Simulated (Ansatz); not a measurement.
A relaxation computed with Ansatz, from input to last step.

```yaml
crystal:
  lattice:
    - [2.6409996499, 1.5247818588, 4.6585060209]
    - [-2.6409996499, 1.5247818588, 4.6585060209]
    - [0.0, -3.0495637176, 4.6585060209]
  atoms:
    - { symbol: Li, position: [0.4909585645, 0.7274513835, 0.1272701286] }
    - { symbol: Li, position: [0.231984282, 0.9296699636, 0.4895626386] }
    - { symbol: Li, position: [0.9296699636, 0.4895626386, 0.231984282] }
    - { symbol: Li, position: [0.6578636924, 0.6578636924, 0.6578636924] }
    - { symbol: Li, position: [0.1272701286, 0.4909585645, 0.7274513835] }
    - { symbol: Li, position: [0.7274513835, 0.1272701286, 0.4909585645] }
    - { symbol: Li, position: [0.4895626386, 0.231984282, 0.9296699636] }
    - { symbol: Nb, position: [-0.0004130944, -0.0004130944, -0.0004130944] }
    - { symbol: O, position: [0.6319841528, 0.8838463235, 0.2365358291] }
    - { symbol: O, position: [0.0688716376, 0.7909750964, 0.3843574016] }
    - { symbol: O, position: [0.7909750964, 0.3843574016, 0.0688716376] }
    - { symbol: O, position: [0.2365358291, 0.6319841528, 0.8838463235] }
    - { symbol: O, position: [0.8838463235, 0.2365358291, 0.6319841528] }
    - { symbol: O, position: [0.3843574016, 0.0688716376, 0.7909750964] }
basis:
  ecutwfc: 420
kpoints:
  mp_grid: { grid: [6, 6, 6] }
hamiltonian:
  xc: pbesol
scf:
  occupations: { method: gaussian, width: 0.02 }
output:
  forces: true
  stress: true
  eigenvalues: true
relax:
  adjacent_minimum: "off"
  f_tol: 0.01
  max_steps: 30
  cell: { stress_tol: 0.1, fix: [volume] }
```

```bash
ansatz run input.yaml --threads 4 --pin off --max-ram 10240MiB --backend cpu --events-out ev --progress --plain --runs-dir out
```

Theory: DFT PBEsol, scalar-relativistic, plane waves, PAW in Ansatz 0.2.0.

The volume is held at 0.88 times that of the relaxed cell.

Of 6 frames 5 are shown, positions in Å and forces in eV/Å; the SCF threshold varies from step to step. Steps run on the plane waves of an earlier cell, with a Pulay correction in the pressure. The basis is chosen afresh for the last frame, the zero of the energies, and at times for earlier ones too; energy and pressure can step there, also at an unchanged geometry. Where two frames share a geometry here, they differ by under 2 meV/atom and 0.3 GPa.

```xyz
14
Lattice="2.6410 1.5248 4.6585 -2.6410 1.5248 4.6585 0.0000 -3.0496 4.6585" Properties=species:S:1:pos:R:3:forces:R:3 pbc="T T T" step=1 free_energy_over_end_meV_per_atom=1.12 pressure_GPa=17.77
Li   -0.6246    1.4697    6.2689   -0.0072   -0.0237    0.0208
Li   -1.8426    0.2783    7.6922   -0.0055    0.0304   -0.0187
Li    1.1623    1.4566    7.6922    0.0291   -0.0104   -0.0187
Li    0.0000    0.0000    9.1940    0.0000    0.0000    0.0442
Li   -0.9605   -1.2757    6.2689    0.0241    0.0056    0.0208
Li    1.5851   -0.1939    6.2689   -0.0169    0.0181    0.0208
Li    0.6803   -1.7349    7.6922   -0.0236   -0.0200   -0.0187
Nb    0.0000    0.0000   -0.0058    0.0000    0.0000   -0.0990
O    -0.6652    1.5900    8.1634   -0.1431   -0.3060   -0.1861
O    -1.9071    0.1390    5.7961    0.1823   -0.3212    0.2023
O     1.0739    1.5821    5.7961   -0.3693    0.0027    0.2023
O    -1.0444   -1.3710    8.1634    0.3366    0.0290   -0.1861
O     1.7095   -0.2189    8.1634   -0.1934    0.2770   -0.1861
O     0.8332   -1.7211    5.7961    0.1870    0.3185    0.2023
14
Lattice="2.6409 1.5247 4.6587 -2.6409 1.5247 4.6587 0.0000 -3.0495 4.6587" Properties=species:S:1:pos:R:3:forces:R:3 pbc="T T T" step=2 free_energy_over_end_meV_per_atom=0.10 pressure_GPa=16.68
Li   -0.6309    1.4668    6.2700    0.0087   -0.0279    0.0250
Li   -1.8458    0.2742    7.6914    0.0091    0.0312   -0.0220
Li    1.1603    1.4614    7.6914    0.0225   -0.0235   -0.0220
Li    0.0000    0.0000    9.1988    0.0000    0.0000    0.0416
Li   -0.9548   -1.2797    6.2700    0.0198    0.0214    0.0250
Li    1.5857   -0.1870    6.2700   -0.0285    0.0064    0.0250
Li    0.6854   -1.7356    7.6914   -0.0316   -0.0077   -0.0220
Nb    0.0000    0.0000   -0.0069    0.0000    0.0000   -0.0400
O    -0.6690    1.5802    8.1611   -0.0401   -0.0318   -0.0304
O    -1.9030    0.1293    5.7984    0.0276   -0.0422    0.0269
O     1.0634    1.5834    5.7984   -0.0503   -0.0028    0.0269
O    -1.0340   -1.3694    8.1611    0.0476   -0.0188   -0.0304
O     1.7030   -0.2107    8.1611   -0.0075    0.0507   -0.0304
O     0.8396   -1.7127    5.7984    0.0228    0.0450    0.0269
14
Lattice="2.6399 1.5242 4.6623 -2.6399 1.5242 4.6623 0.0000 -3.0483 4.6623" Properties=species:S:1:pos:R:3:forces:R:3 pbc="T T T" step=3 free_energy_over_end_meV_per_atom=0.04 pressure_GPa=16.49
Li   -0.6310    1.4640    6.2765    0.0023   -0.0165    0.0140
Li   -1.8453    0.2746    7.6954    0.0054    0.0160   -0.0138
Li    1.1604    1.4608    7.6954    0.0112   -0.0127   -0.0138
Li    0.0000    0.0000    9.2095    0.0000    0.0000    0.0358
Li   -0.9524   -1.2785    6.2765    0.0132    0.0102    0.0140
Li    1.5834   -0.1856    6.2765   -0.0154    0.0063    0.0140
Li    0.6849   -1.7353    7.6954   -0.0166   -0.0033   -0.0138
Nb    0.0000    0.0000   -0.0081    0.0000    0.0000   -0.0206
O    -0.6698    1.5782    8.1664   -0.0155    0.0105    0.0006
O    -1.9022    0.1278    5.8034    0.0029   -0.0035   -0.0058
O     1.0618    1.5835    5.8034   -0.0045   -0.0008   -0.0058
O    -1.0318   -1.3692    8.1664   -0.0014   -0.0187    0.0006
O     1.7016   -0.2090    8.1664    0.0169    0.0082    0.0006
O     0.8404   -1.7112    5.8034    0.0016    0.0043   -0.0058
14
Lattice="2.6394 1.5238 4.6643 -2.6394 1.5238 4.6643 0.0000 -3.0477 4.6643" Properties=species:S:1:pos:R:3:forces:R:3 pbc="T T T" step=4 free_energy_over_end_meV_per_atom=0.01 pressure_GPa=16.42
Li   -0.6310    1.4613    6.2805   -0.0015   -0.0035    0.0015
Li   -1.8444    0.2754    7.6964    0.0010   -0.0012    0.0004
Li    1.1607    1.4596    7.6964   -0.0016   -0.0002    0.0004
Li    0.0000    0.0000    9.2199    0.0000    0.0000    0.0169
Li   -0.9501   -1.2771    6.2805    0.0037    0.0004    0.0015
Li    1.5811   -0.1842    6.2805   -0.0023    0.0030    0.0015
Li    0.6837   -1.7350    7.6964    0.0006    0.0015    0.0004
Nb    0.0000    0.0000   -0.0093    0.0000    0.0000   -0.0216
O    -0.6711    1.5778    8.1695    0.0005    0.0181    0.0051
O    -1.9020    0.1270    5.8050   -0.0051    0.0018   -0.0055
O     1.0610    1.5837    5.8050    0.0042    0.0035   -0.0055
O    -1.0309   -1.3701    8.1695   -0.0159   -0.0086    0.0051
O     1.7020   -0.2077    8.1695    0.0154   -0.0095    0.0051
O     0.8410   -1.7106    5.8050    0.0010   -0.0054   -0.0055
14
Lattice="2.6394 1.5239 4.6640 -2.6394 1.5239 4.6640 0.0000 -3.0478 4.6640" Properties=species:S:1:pos:R:3:forces:R:3 pbc="T T T" step=6 free_energy_over_end_meV_per_atom=0.00 pressure_GPa=16.42
Li   -0.6314    1.4589    6.2789   -0.0019    0.0050    0.0067
Li   -1.8430    0.2751    7.6965   -0.0062   -0.0022   -0.0062
Li    1.1598    1.4586    7.6965    0.0012    0.0065   -0.0062
Li    0.0000    0.0000    9.2263    0.0000    0.0000    0.0018
Li   -0.9477   -1.2762    6.2789   -0.0034   -0.0042    0.0067
Li    1.5791   -0.1826    6.2789    0.0053   -0.0008    0.0067
Li    0.6832   -1.7337    7.6965    0.0050   -0.0043   -0.0062
Nb    0.0000    0.0000   -0.0109    0.0000    0.0000   -0.0038
O    -0.6721    1.5788    8.1689    0.0033    0.0010   -0.0007
O    -1.9038    0.1258    5.8039    0.0050    0.0042    0.0008
O     1.0608    1.5858    5.8039    0.0011   -0.0065    0.0008
O    -1.0313   -1.3714    8.1689   -0.0025    0.0023   -0.0007
O     1.7033   -0.2074    8.1689   -0.0008   -0.0033   -0.0007
O     0.8430   -1.7116    5.8039   -0.0061    0.0023    0.0008
```

The run took 57 s on 4 threads of AMD EPYC 7R43 64-Core Processor (Zen 3), with other jobs on the host, peak memory 0.59 GiB.